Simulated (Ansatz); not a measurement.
One stationary structure of CsCl. Method: r2SCAN (plane waves to 500 eV, PAW, scalar-relativistic; Ansatz, a program for electronic structure).

```xyz
2
Lattice="0.0000 3.5030 3.5030 3.5030 0.0000 3.5030 3.5030 3.5030 0.0000" Properties=species:S:1:pos:R:3 pbc="T T T"
Cl     0.0000     0.0000     0.0000
Cs     3.5030     3.5030     3.5030
```

Find the space group and the Wyckoff positions (tolerance 0.01 Å).

Space group Fm-3m (No. 225); a = 7.006 Å, b = 7.006 Å, c = 7.006 Å, α = 90.00°, β = 90.00°, γ = 90.00°

```csv
atom,site,symmetry,x,y,z
Cl,4a,m-3m,0.0000,0.0000,0.0000
Cs,4b,m-3m,0.5000,0.5000,0.5000
```

This is the rock salt type.

Give the shortest distances between elements (the closest pairs, up to four, under 3.6 Å).

Cl–Cs 3.50 Å.

The volume per atom is 42.99 Å³ and the band gap is 5.48 eV, direct within 0.03 eV (at Γ) (no spin-orbit coupling). The smallest direct gap is 5.51 eV at Γ.

No spin polarisation in the result.

The run could not lose the symmetry of its start.

The first start was generated by placing the elements on the sites of a structure type. A measured structure of CsCl has the same space group, Fm-3m (No. 225); the sites were not compared with it. Another known form has space group No. 221.
